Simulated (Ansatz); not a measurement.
The relaxed structure here is a generated cell of Lu: the first start was made by a random draw of sites in a space group, and the end was not matched to a known phase here, so it may be hypothetical. Known forms of Lu include space group No. 194.

One stationary structure of Lu. All values below come from r2SCAN (plane waves to 500 eV, PAW, scalar-relativistic; Ansatz, a program for electronic structure).

```xyz
1
Lattice="-1.9471 1.9471 1.9471 1.9471 -1.9471 1.9471 1.9471 1.9471 -1.9471" Properties=species:S:1:pos:R:3 pbc="T T T"
Lu     0.0000     0.0000     0.0000
```

### Question
Find the space group and the Wyckoff positions (tolerance 0.01 Å).

### Answer
Space group Im-3m (No. 229); a = b = c = 3.8942 Å, α = β = γ = 90.00°

```csv
atom,site,symmetry,x,y,z
Lu,2a,m-3m,0.0000,0.0000,0.0000
```

This is the bcc (W type).

### Question
Give the shortest distances between elements (the closest pairs, up to four, under 3.6 Å).

### Answer
Lu–Lu 3.37 Å.

| Item | Value |
|---|---|
| Volume per atom | 29.53 Å³ |
| Band gap | no gap (metallic) |

No spin polarisation in the result.

The run could not lose the symmetry of its start: the end is stationary, and may be a saddle point rather than a minimum.
